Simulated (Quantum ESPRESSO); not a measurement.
Hf3YO7F, convergence and cost over cutoff and k mesh

A calculation, not a measurement. The program is pw.x of Quantum ESPRESSO 7.5 (plane-wave density functional theory). The cell is made up: 12 atoms on a fluorite lattice, with randomly drawn elements, strain and displacements, not relaxed. PseudoDojo standard norm-conserving files (v0.5 for PBE, v0.4.1 for LDA and PBEsol) set the functional; there is no spin polarisation, spin-orbit coupling or dispersion term, and the masses in the input are unused placeholders.

The hafnium pseudopotential is less sure than the others, with forces about 3 percent (worst 6) and pressure in oxides about 1.5 GPa (worst 2.7) from a second method in checks, which no rerun with the same files tests.

Input of the run in row 4:

```
&control calculation='scf', pseudo_dir='./dojo.nc.sr.pbe.v0_5.standard.upf', outdir='./o', disk_io='low', tprnfor=.true., tstress=.true. /
&system ibrav=0, nat=12, ntyp=4, nbnd=54, ecutwfc=84.00895049, nosym=.true., tot_charge=0,
 occupations='smearing', smearing='fd', degauss=0.0018374661
/
&electrons conv_thr=7.350e-09, electron_maxstep=60, /
ATOMIC_SPECIES
F 1.0 F.upf
Hf 1.0 Hf.upf
O 1.0 O.upf
Y 1.0 Y.upf
CELL_PARAMETERS angstrom
5.0935 -0.0517 -0.0565
-0.0517 5.0873 0.0258
-0.0565 0.0258 4.9805
ATOMIC_POSITIONS angstrom
Hf -0.0284 -0.0142 0.0104
Y -0.055 2.5803 2.4776
Hf 2.5568 -0.0328 2.5046
Hf 2.5427 2.462 0.0324
O 1.2187 1.2481 1.237
O 1.2468 1.2804 3.7659
O 1.2151 3.8127 1.239
O 1.209 3.8718 3.7012
O 3.7503 1.288 1.2348
F 3.8067 1.2597 3.7411
O 3.797 3.7767 1.2818
O 3.7052 3.7629 3.6959
K_POINTS automatic
4 4 5 1 1 1
```

The same cell was run at these settings. Meshes are shifted by half a step, and differences are from the last row, which is itself not exact.

```
cutoff (eV)     k mesh  k points solved  threshold (eV)  free energy less the last row's (eV)  pressure (GPa)  largest stress difference (GPa)  largest force difference (eV/Å)  iterations  wall time (s)  k-point pools                  processor
        800  2 x 2 x 2                4           1e-04                                 1.075            4.51                            11.94                            0.040          11             13              4  Intel Xeon, 2023 or later
       1143  2 x 2 x 2                4           1e-07                                -0.218           15.89                             0.52                            0.045          14             24              4  Intel Xeon, 2023 or later
        574  4 x 4 x 5               40           1e-07                                16.888          -59.09                            75.67                            0.165          12             38              4  Intel Xeon, 2023 or later
       1143  4 x 4 x 5               40           1e-07                                 0.002           16.33                             0.04                            0.001          14            119              4  Intel Xeon, 2023 or later
       1437  6 x 6 x 7              126           1e-07                                 0.000           16.36                             0.00                            0.000          14            568              4  Intel Xeon, 2023 or later
```

Each pool is one process. Wall times include start-up and a band step at six k points, which weighs most on the coarsest meshes. The runs were on shared virtual cores whose load varied, so times are rough.